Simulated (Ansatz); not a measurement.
# KCaF3: stationary points along a deformation path

The calculation used Ansatz 0.2.0, DFT LDA, scalar-relativistic, plane waves, PAW. Cutoff 420 eV, Γ-centred 6×6×6 k-points, Gaussian smearing of 0.05 eV. No spin polarisation. Energies are free energies at this smearing, counted from the undisturbed cell; pressure is positive in compression.

The starting cell (as given, not relaxed at this level; it stands at -5.3 GPa, and it needn't be the usual structure):

```xyz
5
Lattice="4.4817 0.0000 0.0000 0.0000 4.4817 0.0000 0.0000 0.0000 4.4817" Properties=species:S:1:pos:R:3 pbc="T T T"
K     2.2409    2.2409    2.2409
Ca    0.0000    0.0000    0.0000
F     0.0000    2.2409    0.0000
F     0.0000    0.0000    2.2409
F     2.2409    0.0000    0.0000
```

At fixed volume and fractional coordinates, lengths along (0.000, 0.000, 1.000) are scaled against those across it; ρ is that ratio over its starting value. V = 18.004 Å³/atom. Δσ is the stress along the axis less the mean stress across it (compression positive).

| ρ | ΔE (meV/atom) | Δσ (GPa) | space group |
| --- | --- | --- | --- |
| 0.707 | 603.9 | 60.81 | P4/mmm |
| 0.780 | 260.6 | 34.10 | P4/mmm |
| 0.850 | 96.2 | 17.95 | P4/mmm |
| 0.920 | 22.3 | 7.60 | P4/mmm |
| 1.000 | 0.0 | 0.00 | Pm-3m |
| 1.100 | 23.0 | -6.13 | P4/mmm |
| 1.200 | 77.9 | -10.64 | P4/mmm |
| 1.300 | 154.0 | -14.79 | P4/mmm |
| 1.414 | 262.4 | -19.82 | P4/mmm |

Problem. How does the stress give the slope of the energy, and where is the energy stationary?

Solution. Along the path d ln(length) is 2/3 d ln ρ on the axis and −1/3 d ln ρ across it, so dE/d ln ρ = −(2/3) V Δσ: the energy falls with ρ where Δσ is positive. Δσ vanishes or changes sign at ρ = 1.000 (Pm-3m), a minimum at 0.0 meV/atom. Pairs of stationary points between two samples would go unseen, and could change a minimum read from distant neighbours into a maximum. At ρ = 1.000 the cell is cubic, where symmetry alone makes the stress isotropic and the slope zero.

Problem. Which shear constant sets the curvature at ρ = 1?

Solution. For a cubic crystal E/V = (2/3) C (ln ρ)² with C = C′ = (C11 − C12)/2, so Δσ = −2C ln ρ. The parabola of Δσ against ln ρ through ρ = 0.920, 1 and 1.100 gives C ≈ 39 GPa with the ions clamped, rough because the steps are large. It is the stress–strain coefficient at this cell's pressure of -5.3 GPa, not the zero-pressure constant.

Problem. Integrate that slope from ρ = 1 to 0.780 by the trapezoid rule.

Solution. With V/N in Å³ and 1 eV/Å³ = 160.2 GPa the slopes at ρ = 1.000, 0.920, 0.850, 0.780 are 0, -569, -1345, -2555 meV/atom per unit of ln ρ. The steps add 23.7 + 75.7 + 167.6 = 267.0 meV/atom, against 260.6 from the energies; the trapezoid rule misses the curvature of the slope within each step.

Symmetry holds off the tilts and polar distortions that many cubic perovskites undergo.